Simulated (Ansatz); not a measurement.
The end of the path is a generated cell of AlAu: the first start was made by a random draw of sites in a space group, and the end was not matched to a known phase here, so it may be hypothetical.

A geometry of AlAu away from equilibrium: the start of the relaxation of a randomly generated symmetric cell of AlAu (space group No. 59). Level of theory: PBE (plane waves to 420 eV, PAW, scalar-relativistic; Ansatz, a program for electronic structure). Γ-centred k-mesh 8×7×9 on the run's cell (coarser than for final values), Fermi–Dirac smearing 0.05 eV.

```xyz
4
Lattice="4.0370 0.0000 0.0000 0.0000 4.7335 0.0000 0.0000 0.0000 3.7776" Properties=species:S:1:pos:R:3 pbc="T T T"
Al     0.0000     0.0000     2.1868
Al     2.0185     2.3667     1.5909
Au     2.0185     0.0000     1.9465
Au     0.0000     2.3667     1.8311
```

Question: Give the Cartesian forces on all atoms (eV/Å).

Answer: 
```csv
atom,Fx,Fy,Fz
Al1,0.00,0.00,2.72
Al2,0.00,0.00,-2.72
Au3,0.00,0.00,-1.43
Au4,0.00,0.00,1.43
```

Question: What is the pressure?

Answer: +66.0 GPa, compression positive.

No spin polarisation in the result.

The run could not lose the symmetry of its start: the end is stationary, and may be a saddle point rather than a minimum.
